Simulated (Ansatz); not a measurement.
NiSi2 (fluorite type, space group Fm-3m)

```
CELL_PARAMETERS angstrom
      0.00000     2.72203     2.72203
      2.72203     0.00000     2.72203
      2.72203     2.72203     0.00000
ATOMIC_POSITIONS crystal
  Ni 0.00000 0.00000 0.00000
  Si 0.25000 0.25000 0.25000
  Si 0.75000 0.75000 0.75000
```

Two-dimensional scan of atom 3 (Si, nearest neighbour Ni at 2.357 Å; its periodic images, 3.8 Å or more away, move with it): u runs along (1.000, 0.000, 0.000), v along (0.000, 0.000, 1.000) (Cartesian). Cell and other atoms are fixed.

The numbers are results of PBE (plane waves to 420 eV, PAW, scalar-relativistic; Ansatz, a first-principles code), not measurements. k mesh 12×12×12 (Γ-centred), Fermi-Dirac smearing 0.05 eV. Energies are smeared free energies. Points where atoms come too close for the PAW data are left out (x in tables, blank in figures). With partly filled bands, energies and forces of such displacements shift with the k mesh and the smearing. NiSi2 is run without spin polarisation. NiSi2 was relaxed with its symmetry unable to fall. The PAW data are Ansatz's earlier set. The last digit holds for this mesh only.

Changes of ΔE (meV/cell) from the point u = 0.000 Å, v = 0.000 Å when one coordinate moves alone (two changes are said to add if the coupling is within 5 % of the smaller one, nearly so within 20 %):

| point | change |
|---|---|
| u = 0.000 Å, v = -0.780 Å | 2988.3 |
| u = 0.000 Å, v = -0.520 Å | 1119.0 |
| u = 0.000 Å, v = -0.260 Å | 256.7 |
| u = -0.780 Å, v = 0.000 Å | 2988.3 |
| u = -0.520 Å, v = 0.000 Å | 1119.0 |
| u = -0.260 Å, v = 0.000 Å | 256.7 |
| u = 0.260 Å, v = 0.000 Å | 256.7 |
| u = 0.520 Å, v = 0.000 Å | 1119.0 |
| u = 0.780 Å, v = 0.000 Å | 2988.3 |
| u = 0.000 Å, v = 0.260 Å | 256.7 |
| u = 0.000 Å, v = 0.520 Å | 1119.0 |
| u = 0.000 Å, v = 0.780 Å | 2988.3 |

Question: What is the change at u = 0.260 Å, v = 0.780 Å, where both move, and how far is it from the sum?

Answer: The sum of the single changes is 256.7 + (2988.3) = 3245.0; the calculation gives 3379.4, so the coupling contributes 134.4 (over 20 % of the smaller single change, not additive).

Question: Do the two effects add at u = 0.520 Å, v = 0.260 Å? Give the computed change.

Answer: The sum of the single changes is 1119.0 + (256.7) = 1375.7; the calculation gives 1459.5, so the coupling contributes 83.8 (over 20 % of the smaller single change, not additive).

Question: What is the change at u = -0.520 Å, v = 0.520 Å, where both move, and how far is it from the sum?

Answer: The sum of the single changes is 1119.0 + (1119.0) = 2238.0; the calculation gives 2542.5, so the coupling contributes 304.5 (over 20 % of the smaller single change, not additive).

(For displaced atoms, the force is minus the slope of the energy, and its curvature is a force constant, which sets phonon frequencies.)
